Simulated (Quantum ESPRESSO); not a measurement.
# Si4O6FN: input and log of a self-consistent run

Simulated, not a measurement. The program is pw.x of Quantum ESPRESSO 7.5 (plane-wave density functional theory). The cell is made up: 12 atoms on a rutile lattice, with randomly drawn elements, strain and displacements, not relaxed. PseudoDojo standard norm-conserving files (v0.5 for PBE, v0.4.1 for LDA and PBEsol) set the functional; there is no spin polarisation, spin-orbit coupling or dispersion term, and the masses in the input are unused placeholders.

Input:

```
&control calculation='scf', pseudo_dir='./dojo.nc.sr.pbe.v0_5.standard.upf', outdir='./o', disk_io='medium', tprnfor=.true., tstress=.true. /
&system ibrav=0, nat=12, ntyp=4, nbnd=38, ecutwfc=84.00895049, nosym=.true., tot_charge=0,
 occupations='smearing', smearing='fd', degauss=0.0018374661
/
&electrons conv_thr=7.350e-09, electron_maxstep=60, /
ATOMIC_SPECIES
F 1.0 F.upf
N 1.0 N.upf
O 1.0 O.upf
Si 1.0 Si.upf
CELL_PARAMETERS angstrom
4.2626 -0.0135 0.0262
-0.0135 4.3058 -0.0201
0.0333 -0.0256 5.2994
ATOMIC_POSITIONS angstrom
Si 0.0263 0.0347 -0.0398
Si 2.2928 2.0813 1.3472
Si 0.0052 -0.1639 2.4958
Si 2.1544 2.0416 3.9578
O 1.2372 1.2314 -0.1637
O 2.9149 2.9347 0.0407
O 3.3316 0.8097 1.2764
O 0.8438 3.4379 1.3487
F 1.1579 1.2236 2.734
N 2.8225 2.9683 2.4339
O 3.4665 0.9269 4.0716
O 0.8392 3.4724 3.9862
K_POINTS automatic
5 5 4 1 1 1
```

The log is shortened where brackets say so; the opening notice, blank lines, dates and the lines on written files are dropped, and the path of the files is cut. It prints rydbergs, bohrs and kilobars, and counts compression as positive stress. With no partly filled state, the Fermi energy that it prints is only some level between the filled and the empty states on the mesh, and need not lie in the true gap.

```
     Program PWSCF v.7.5
     Parallel version (MPI & OpenMP), running on       1 processor cores
     Number of MPI processes:                 1
     Threads/MPI process:                     1
     [start-up lines left out]
     bravais-lattice index     =            0
     lattice parameter (alat)  =       8.0553  a.u.
     unit-cell volume          =     656.3280 (a.u.)^3
     number of atoms/cell      =           12
     number of atomic types    =            4
     number of electrons       =        64.00
     number of Kohn-Sham states=           38
     kinetic-energy cutoff     =      84.0090  Ry
     charge density cutoff     =     336.0358  Ry
     scf convergence threshold =      7.3E-09
     mixing beta               =       0.7000
     number of iterations used =            8  plain     mixing
     Exchange-correlation= PBE
                           (   1   4   3   4   0   0   0)
     [axes and pseudopotential details left out]
   Cartesian axes
     site n.     atom                  positions (alat units)
         1        Si     tau(   1) = (   0.0061698   0.0081404  -0.0093368  )
         2        Si     tau(   2) = (   0.5378748   0.4882584   0.3160437  )
         3        Si     tau(   3) = (   0.0012199  -0.0384498   0.5854972  )
         4        Si     tau(   4) = (   0.5054071   0.4789451   0.9284722  )
         5        O      tau(   5) = (   0.2902385   0.2888778  -0.0384029  )
         6        O      tau(   6) = (   0.6838151   0.6884601   0.0095479  )
         7        O      tau(   7) = (   0.7815700   0.1899499   0.2994345  )
         8        O      tau(   8) = (   0.1979496   0.8065073   0.3163956  )
         9        F      tau(   9) = (   0.2716352   0.2870480   0.6413772  )
        10        N      tau(  10) = (   0.6621387   0.6963424   0.5709759  )
        11        O      tau(  11) = (   0.8132166   0.2174442   0.9551688  )
        12        O      tau(  12) = (   0.1968704   0.8146007   0.9351346  )
     number of k points=    50  Fermi-Dirac smearing, width (Ry)=  0.0018
                       cart. coord. in units 2pi/alat
        k(    1) = (   0.0997013   0.0997804   0.1004023), wk =   0.0400000
        k(    2) = (   0.0984681   0.1007153   0.3015082), wk =   0.0400000
     [further k points left out]
     Dense  grid:    68303 G-vectors     FFT dimensions: (  48,  48,  60)
     Estimated max dynamical RAM per process >      97.40 MB
     Initial potential from superposition of free atoms
     starting charge      63.9975, renormalised to      64.0000
     Starting wfcs are   48 randomized atomic wfcs
     total cpu time spent up to now is       14.2 secs
     per-process dynamical memory:    65.5 Mb
     Self-consistent Calculation
     iteration #  1     ecut=    84.01 Ry     beta= 0.70
     Davidson diagonalization with overlap
     ethr =  1.00E-02,  avg # of iterations =  3.0
     total cpu time spent up to now is       43.1 secs
     total energy              =    -301.78782904 Ry
     estimated scf accuracy    <       2.82271765 Ry
     iteration #  2     ecut=    84.01 Ry     beta= 0.70
     Davidson diagonalization with overlap
     ethr =  4.41E-03,  avg # of iterations =  2.7
     total cpu time spent up to now is       70.5 secs
     total energy              =    -302.62957049 Ry
     estimated scf accuracy    <       1.61917915 Ry
     iteration #  3     ecut=    84.01 Ry     beta= 0.70
     Davidson diagonalization with overlap
     ethr =  2.53E-03,  avg # of iterations =  2.0
     total cpu time spent up to now is      102.2 secs
     total energy              =    -302.91523573 Ry
     estimated scf accuracy    <       0.03121956 Ry
     iteration #  4     ecut=    84.01 Ry     beta= 0.70
     Davidson diagonalization with overlap
     ethr =  4.88E-05,  avg # of iterations =  9.9
     total cpu time spent up to now is      132.4 secs
     total energy              =    -302.92868936 Ry
     estimated scf accuracy    <       0.00655122 Ry
     iteration #  5     ecut=    84.01 Ry     beta= 0.70
     Davidson diagonalization with overlap
     ethr =  1.02E-05,  avg # of iterations =  4.2
     total cpu time spent up to now is      162.8 secs
     total energy              =    -302.92926024 Ry
     estimated scf accuracy    <       0.00134465 Ry
     iteration #  6     ecut=    84.01 Ry     beta= 0.70
     Davidson diagonalization with overlap
     ethr =  2.10E-06,  avg # of iterations =  4.3
     total cpu time spent up to now is      189.7 secs
     total energy              =    -302.92927804 Ry
     estimated scf accuracy    <       0.00024913 Ry
     iteration #  7     ecut=    84.01 Ry     beta= 0.70
     Davidson diagonalization with overlap
     ethr =  3.89E-07,  avg # of iterations =  2.0
     total cpu time spent up to now is      216.4 secs
     total energy              =    -302.92933844 Ry
     estimated scf accuracy    <       0.00000413 Ry
     iteration #  8     ecut=    84.01 Ry     beta= 0.70
     Davidson diagonalization with overlap
     ethr =  6.45E-09,  avg # of iterations =  3.8
     total cpu time spent up to now is      242.4 secs
     total energy              =    -302.92934015 Ry
     estimated scf accuracy    <       0.00000297 Ry
     iteration #  9     ecut=    84.01 Ry     beta= 0.70
     Davidson diagonalization with overlap
     ethr =  4.65E-09,  avg # of iterations =  2.0
     total cpu time spent up to now is      266.0 secs
     total energy              =    -302.92934037 Ry
     estimated scf accuracy    <       0.00000041 Ry
     iteration # 10     ecut=    84.01 Ry     beta= 0.70
     Davidson diagonalization with overlap
     ethr =  6.34E-10,  avg # of iterations =  2.0
     total cpu time spent up to now is      297.1 secs
     End of self-consistent calculation
          k = 0.0997 0.0998 0.1004 (  8526 PWs)   bands (ev):
   -17.1759 -11.5212  -9.8660  -9.3137  -8.6149  -8.0258  -7.9004  -4.3690
    -1.2949  -0.3367   0.5122   1.6617   1.9089   2.5778   3.1599   3.3502
     3.8079   4.2788   4.8963   5.0721   5.3596   5.7100   6.1060   6.5744
     6.8825   7.1222   7.6559   8.5064   8.7217   9.0112   9.1802  10.9964
    14.0643  16.1587  17.1669  17.9107  18.4148  18.7341
     [levels at the other k points left out]
     the Fermi energy is    13.4979 ev
!    total energy              =    -302.92934048 Ry
     estimated scf accuracy    <          6.4E-09 Ry
     smearing contrib. (-TS)   =      -0.00000000 Ry
     internal energy E=F+TS    =    -302.92934048 Ry
     The total energy is F=E-TS. E is the sum of the following terms:
     one-electron contribution =     -38.24345105 Ry
     hartree contribution      =      67.88683666 Ry
     xc contribution           =     -81.76380123 Ry
     ewald contribution        =    -250.80892486 Ry
     convergence has been achieved in  10 iterations
     Forces acting on atoms (cartesian axes, Ry/au):
     atom    1 type  4   force =    -0.05802824   -0.05469422   -0.03667677
     atom    2 type  4   force =    -0.09906074   -0.03537110   -0.31266788
     atom    3 type  4   force =    -0.19959789   -0.07071921    0.19876270
     atom    4 type  4   force =     0.10208108    0.16228619    0.04931566
     atom    5 type  3   force =     0.04283936    0.05804058    0.14304197
     atom    6 type  3   force =     0.00030514    0.01804309   -0.09476430
     atom    7 type  3   force =     0.11420825   -0.09263900    0.03114314
     atom    8 type  3   force =    -0.02348681    0.02556349   -0.14767968
     atom    9 type  1   force =     0.01369554    0.00406272   -0.07687617
     atom   10 type  2   force =     0.14715604    0.11272202    0.41577696
     atom   11 type  3   force =    -0.00334482   -0.09664224   -0.10058356
     atom   12 type  3   force =    -0.03676690   -0.03065231   -0.06879207
     Total force =     0.748655     Total SCF correction =     0.000246
     Computing stress (Cartesian axis) and pressure
          total   stress  (Ry/bohr**3)                   (kbar)     P=      188.62
   0.00085404   0.00032416  -0.00008669          125.63       47.69      -12.75
   0.00032416   0.00077513   0.00099059           47.69      114.02      145.72
  -0.00008669   0.00099059   0.00221739          -12.75      145.72      326.19
     init_run     :     12.00s CPU     14.14s WALL (       1 calls)
     electrons    :    267.82s CPU    282.88s WALL (       1 calls)
     forces       :      5.73s CPU      5.78s WALL (       1 calls)
     stress       :     20.87s CPU     20.93s WALL (       1 calls)
     [timing details left out]
     PWSCF        :   5m 6.60s CPU   5m24.56s WALL
     JOB DONE.
```

In other units: free energy -4121.564 eV for the cell, pressure 18.86 GPa, largest force component 10.690 eV/Å. A rerun of this cell at 1437 eV and a 7 x 7 x 6 mesh moved values by no more than 0.003 eV in energy, 0.04 GPa in stress and 0.003 eV/Å in force.